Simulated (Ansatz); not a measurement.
NaF:
```cif
data_FNa
_chemical_formula_sum 'Na1 F1'
_space_group_name_H-M_alt 'P 1'
_space_group_IT_number 1
_cell_length_a 3.59954
_cell_length_b 3.59954
_cell_length_c 3.59954
_cell_angle_alpha 60.000
_cell_angle_beta 60.000
_cell_angle_gamma 60.000
loop_
_space_group_symop_operation_xyz
  'x, y, z'
loop_
_atom_site_label
_atom_site_type_symbol
_atom_site_fract_x
_atom_site_fract_y
_atom_site_fract_z
_atom_site_occupancy
Na1 Na 0.00000 0.00000 0.00000 1
F1 F 0.25000 0.25000 0.25000 1
```

This is the PBEsol-relaxed structure.

**Question.** All from DFT-PBEsol in the program Ansatz with PAW potentials, unless another level is named. Predict the vibrational entropy at 300 K.

**Answer.** 28.7 J/(K·mol of atoms).

**Question.** Predict the zero-point energy.

**Answer.** 39.9 meV/atom.

**Question.** What about the bulk modulus (Birch–Murnaghan fit)?

**Answer.** 34.0 GPa.

Space group F-43m (zinc blende). The start of the workflow was typed in or built on a structure type; neither database checked (COD, Materials Project) lists it. It is not the phase usual at ambient conditions (space group No. 225). The cell was relaxed with PBEsol under the symmetry of its start; phonons on a q-mesh show no instability.

Potentials: the later of the program's two PAW sets.
